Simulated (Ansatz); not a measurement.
Values for one crystal, relaxed and computed with DFT-r²SCAN in the program Ansatz with PAW potentials; other levels are named.

| Item | Value |
|---|---|
| Volume per atom | 19.44 Å³ |
| Electronic character | metallic (no gap) |
| Formation energy from the elements (no fitted shifts) | -1.22 eV/atom |
| Density of states at the Fermi level | 0.53 states/eV per atom (mean over ±0.08 eV) |

Task: Which compound is it?
A) LaMgGa, P-62m (La on 3f, Mg on 3g, Ga on 2d, Ga on 1a)
B) GdGa2, P6/mmm (Gd on 1a, Ga on 2d)
C) YGaNi, Pnma (Y on 4c, Ga on 4c, Ni on 4c)
D) YGaPt, Pnma (Y on 4c, Ga on 4c, Pt on 4c)

Result: D, YGaPt, Pnma (Y on 4c, Ga on 4c, Pt on 4c)

The workflow started from a Materials Project entry (that database holds measured and hypothetical structures alike); the Crystallography Open Database copy checked does not list it. Its standing as an ambient phase is unchecked. The cell was relaxed with r²SCAN under the symmetry of its start; whether a distortion lowers the energy is not shown. No spin polarisation was allowed. The references are the lowest solids computed at this level, not always the standard phases. Spin–orbit coupling is left out wherever it is not named.

Potentials: the later of the program's two PAW sets.
